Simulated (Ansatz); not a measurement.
The elements of this relaxed trial crystal are hidden behind letters.

```
lattice vectors (Å)
   3.5171    0.0000    0.0000
   0.0000    3.5171    0.0000
   0.0000    0.0000   10.1021
fractional positions
X 0.5000 0.5000 0.0000
Z 0.0000 0.0000 0.7668
Z 0.0000 0.0000 0.2332
Z 0.5000 0.5000 0.5000
Q 0.5000 0.0000 0.9005
Q 0.0000 0.5000 0.0995
Q 0.5000 0.0000 0.3666
Q 0.0000 0.5000 0.6334
```

Method: DFT PBE, scalar-relativistic, plane waves, PAW in Ansatz. Settings of the last relaxation (8-atom cell): 420 eV, 10×10×4 k points, Gaussian smearing of 0.10 eV, no spin polarisation.

- Space group: P-4m2 (No. 115)
- Conventional cell: a = 3.517 Å, c = 10.102 Å
- Volume per atom: 15.62 Å³
- Density: 6.20 g/cm³
- Energy over the elements: −1.09 eV/atom
- Gap on the 10×10×4 mesh of the 8-atom cell: 0 eV (the bands meet within 0.015 eV)

Energies are uncorrected and count from the elements' standard states at the same level.

Problem. X is a d-block element of period 4, Z is a d-block element of period 5 and Q is a p-block element of period 2. Which elements are they?

Solution. X = Zn, Z = Cd, Q = O, so the formula is ZnCd3O4. Density times volume gives a mean mass of 6.20 × 15.62/1.6605 = 58.3 u per atom, and this set has 58.3 u. Among the elements that the hints allow, noble gases aside, only these give it. Zn is surrounded by 4 O at 2.03 Å; around Cd on a site of symmetry 2mm lie 4 O at 2.22 Å; O on its first site is surrounded by 2 Zn at 2.03 Å and 2 Cd at 2.22 Å; 2 more sites not described.

The zero gap may come from the functional, which often closes small gaps. A structure relaxed within its symmetry needn't be a true minimum.
